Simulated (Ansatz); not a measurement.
**Zr$_{2}$AlC (P6_3/mmc): electronic heat capacity and spin susceptibility from the density of states**

The calculation used Ansatz, DFT r2SCAN, scalar-relativistic, plane waves, PAW.

Settings: cutoff 500 eV, Γ-centred mesh 12×12×4 on the computed 8-atom cell, Gaussian smearing of 0.10 eV; no spin polarisation.

Relaxed cell: P6_3/mmc, a = 3.319 Å, b = 3.319 Å, c = 14.593 Å, α = 90.00°, β = 90.00°, γ = 120.00°, 8 atoms in the primitive cell. Whether it is the stable form of this composition wasn't checked.

The density of states at the Fermi level is 2.452 states/eV in the cell of 8 atoms (2 formula units; both spins, tetrahedra on a 18×18×6 mesh). Averaged over bins of 0.1 eV the density runs from 2.2 to 2.9 states/eV within 0.2 eV of the Fermi level, so the figure hangs on the exact place of that level.

Problem. What Sommerfeld coefficient and Pauli susceptibility does this give?

Solution. Per formula unit N(E_F) = 1.226 states/eV. γ = (π²/3) k_B² N(E_F) N_A = 2.357 mJ/(mol K²) per state/eV, so γ = 2.9 mJ/(mol K²), a mole of formula units. χ_P = μ_B² N(E_F) N_A = 3.23×10⁻⁵ emu/mol per state/eV gives 4.0×10⁻⁵ emu/mol. This is the bare band result: a measured γ of the same phase is as a rule larger by a factor 1 + λ from phonons and spin fluctuations, the spin part of χ is larger by the Stoner factor, and a measured χ also holds orbital and core terms. N(E_F) at one energy is sensitive to the mesh where the density of states has sharp peaks.

Cost: 1 run of about 3.5 core-minutes, on Intel Xeon Platinum 8259CL (Skylake/Cascade Lake) (shared hosts).